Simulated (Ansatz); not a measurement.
Here is the system:

NbSi2:
```
CELL_PARAMETERS angstrom
      0.00000     3.02311     3.02311
      3.02311     0.00000     3.02311
      3.02311     3.02311     0.00000
ATOMIC_POSITIONS crystal
  Nb 0.00000 0.00000 0.00000
  Si 0.25000 0.25000 0.25000
  Si 0.75000 0.75000 0.75000
```

This is the PBE-relaxed structure.

Problem. All from PBE (plane waves, PAW; program Ansatz), unless another level is named. Estimate the electronic character.

Solution. metallic (no gap).

Problem. What about the formation energy from the elements (no fitted shifts)?

Solution. 0.35 eV/atom.

Problem. What about the density of states at the Fermi level?

Solution. 0.74 states/eV per atom (mean over ±0.08 eV).

Space group Fm-3m (fluorite). A made-up cell: these elements were put on the sites of a structure type; neither database checked (COD, Materials Project) lists it. COD files the formula under space group No. 180, 181, so this cell is another polymorph or a model. Its standing as an ambient phase is unchecked. The PBE relaxation kept the symmetry of its start. At this level the phase is mechanically unstable. The run is not spin-polarised. The references are the lowest solids computed at this level, not always the standard phases. Spin–orbit coupling is left out wherever it is not named.

Potentials: the later of the program's two PAW sets.
